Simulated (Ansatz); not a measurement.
SnS$_{2}$:
```xyz
3
Lattice="3.6167 0.0000 0.0000 -1.8084 3.1322 0.0000 0.0000 0.0000 32.0000" Properties=species:S:1:pos:R:3 pbc="T T F"
S      1.8084     1.0441    17.4676
Sn     0.0000     0.0000    16.0000
S      0.0000     2.0881    14.5324
```
The layer is periodic in x and y and isolated along z.

Relaxed with LDA. Special points in fractions of this cell's reciprocal vectors: Γ (0.000, 0.000, 0.000); M (0.500, 0.000, 0.000); K (0.333, 0.333, 0.000).

Task: List the band energies nearest the valence-band maximum at these points for LDA (plane waves, PAW; program Ansatz).

Result: In eV from the valence-band maximum; about four levels below and three above (degenerate sets whole), none deeper than 8.9 eV; points with the same levels are listed once.

| k | below | above |
|---|---|---|
| Γ | -0.52 -0.52 -0.09 -0.09 | 2.45 3.71 5.38 5.38 |
| M | -2.37 -2.17 -0.58 -0.29 | 1.46 4.62 6.12 |
| K | -3.77 -3.77 -3.37 -0.73 -0.73 | 2.65 6.05 6.05 |

Space group P-3m1 (1T). A layer that has been made, often on a substrate. The cell was relaxed with LDA under the symmetry of its start; whether a distortion lowers the energy is not shown. Scalar-relativistic: spin–orbit coupling is off unless named, which matters more the heavier the elements.

Potentials: the earlier of the program's two PAW sets. The files were generated under PBE; for other functionals the program regenerates the frozen cores, and for LDA and PBEsol the local potential too.
